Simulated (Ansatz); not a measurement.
Notes on BeIn$_{3}$Fe

```xyz
5
Lattice="0.0000 4.3916 0.0000 4.3916 0.0000 0.0000 2.1958 2.1958 -5.0155" Properties=species:S:1:pos:R:3 pbc="T T T"
Be    0.0000    0.0000    0.0000
Fe    4.3916    4.3916   -3.3744
In    2.1958    2.1958   -0.6714
In    2.1958    4.3916   -2.4390
In    4.3916    2.1958   -2.4390
```

Level: r2SCAN, no spin polarisation; 500 eV; 8×8×8 Γ-centred mesh; gaussian occupations (width 0.0324 eV); Ansatz 0.2.0, fixed geometry.

- Contacts: Fe–In at 2.31 Å: least valence density 0.57 e/Å³ and ELF 0.33 there. Be–In at 3.18 Å: least valence density 0.12 e/Å³ and ELF 0.48 there. Be–Fe at 3.37 Å: least valence density 0.10 e/Å³ and ELF 0.29 there. Both are smooth PAW fields, read partly inside the augmentation spheres.
- Forces: The largest is on In3: 0.85 eV/Å, components (0.00, 0.00, 0.85). It makes 0° with the line to a nearest neighbour, Fe2 at 2.31 Å, pointing towards it.
- Stress: The pressure is 12.6 GPa (compression positive), so with the atoms held at these fractions the cell would first expand; the forces are large, so a full relaxation may end otherwise.
- At the Fermi level: It is a metal, with about 3 states/eV a cell as the mean within 0.25 eV of the Fermi level, mostly Fe d (55 %) and In p (26 %).
- Formation energy: 1.16 eV an atom against the elements' usual phases (free molecules for gases, crystals otherwise, with no correction for O₂ or N₂), so at this geometry it isn't bound against them. Relaxing would lower it.

Origin: a known structure type with other elements, at an estimated volume, so it need not be a known compound. Caveats: no spin polarisation, so a magnetic state may lie lower.
